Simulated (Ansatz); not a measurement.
The start is a relaxed InSe cell, doubled along one cell vector, shaken by Gaussian noise of σ = 0.08 Å a coordinate. The cell and all atomic positions are relaxed at zero pressure with PBEsol (plane waves to 420 eV, PAW, scalar-relativistic; Ansatz, a quantum-chemistry and plane-wave program). First-step values are on the input's coarse k-mesh.

Ansatz input (later rounds restart from its end on a renewed k-mesh):
Ansatz 0.2 input:
```yaml
crystal:
  lattice:
    - [0, 6.4648842498, 6.4648842498]
    - [3.2324421249, 0, 3.2324421249]
    - [3.2324421249, 3.2324421249, 0]
  atoms:
    - { symbol: In, position: [0.1120650241, 0.2721142656, 0.2612403175] }
    - { symbol: In, position: [0.6199532576, 0.2777283039, 0.2507650829] }
    - { symbol: Se, position: [-0.0025266309, 0.0277241371, -0.0130662902] }
    - { symbol: Se, position: [0.4848113858, -0.0245463928, 1.0023419567] }
basis: { ecutwfc: 420, ecutrho_ratio: 4, xc_grid: 2, fft_grid_basis: typed }
kpoints: { mp_grid: { grid: [3, 6, 6] } }
hamiltonian:
  xc: pbesol
  dispersion: none
  pseudopotentials: { azcp: { folder: ./paw }, kind: paw }
scf: { occupations: { method: fermi_dirac, width: 0.05 } }
relax: { f_tol: 0.01, max_steps: 100, cell: { stress_tol: 0.02 } }
output: { forces: true, stress: true }
```

Which atoms feel the largest initial force, and how large is it?

0.86 eV/Å, on Se4 (atoms numbered as listed).

By how much does the energy per atom fall from start to end?

0.18 eV/atom.

How does the volume change?

-14.7 %, from 33.77 to 28.81 Å³/atom.

What band gap does the relaxed structure have at this level?

No clear gap: the sampled points leave 0.12 eV away from the symmetry points, which may be a band crossing missed between them.

Give the final cell and atomic positions.


Space group P3m1 (No. 156); a = 4.210 Å, b = 4.210 Å, c = 7.508 Å, α = 90.00°, β = 90.00°, γ = 120.00°

```csv
atom,site,symmetry,x,y,z
In,1c,3m.,0.6667,0.3333,0.8779
In,1b,3m.,0.3333,0.6667,0.3385
Se,1a,3m.,0.0000,0.0000,0.0355
Se,1c,3m.,0.6667,0.3333,0.5337
```

Final values are on a 9×9×5 k-mesh of the relaxed cell. No spin polarisation in the result.

The relaxed structure here is a generated cell of InSe: the first start was made by placing the elements on the sites of a structure type, and the end was not matched to a known phase here, so it may be hypothetical. Known forms of InSe include space group No. 194.
